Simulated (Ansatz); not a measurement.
Os:
```cif
data_Os4
_chemical_formula_sum 'Os4'
_space_group_name_H-M_alt 'P63/mmc'
_space_group_IT_number 194
_space_group_name_Hall '-P 6c 2c'
_cell_length_a 2.74127
_cell_length_b 2.74127
_cell_length_c 8.80549
_cell_angle_alpha 90.000
_cell_angle_beta 90.000
_cell_angle_gamma 120.000
loop_
_atom_site_label
_atom_site_type_symbol
_atom_site_symmetry_multiplicity
_atom_site_Wyckoff_symbol
_atom_site_fract_x
_atom_site_fract_y
_atom_site_fract_z
_atom_site_occupancy
Os1 Os 2 a 0.00000 0.00000 0.00000 1
Os2 Os 2 c 0.33333 0.66667 0.25000 1
```

Relaxed at zero pressure with PBE (plane waves, PAW; program Ansatz).

### Question
The volume is lowered by 3 % and shape and atoms relax at that volume. What pressure results, and how do the axes share the change?

### Answer
12.9 GPa; a -1.0 %, b -1.0 %, c -1.0 %; the energy rises by 17 meV/atom.

### Question
Give the new structure.

### Answer

Space group P6₃/mmc (No. 194); a = b = 2.7129 Å, c = 8.7206 Å, α = β = 90.00°, γ = 120.00°

```tsv
atom	site	symmetry	x	y	z
Os	2a	-3m.	0.0000	0.0000	0.0000
Os	2c	-6m2	0.3333	0.6667	0.2500
```

The phase is kept; no other phase was compared at this pressure.

Space group P6_3/mmc (dhcp (α-La type)). The cell is a constructed one: a structure type filled with these elements. Its sites differ from those of the usual phase in this space group: another stacking or structure type. The PBE relaxation kept the symmetry of its start; of distortions, only those at the zone centre were tested. No spin polarisation was allowed. Axis ratios of metals converge slowly with the k-mesh, so a and c are less sure than the volume. Scalar-relativistic: spin–orbit coupling is off unless named, which matters more the heavier the elements.

Potentials: the later of the program's two PAW sets.
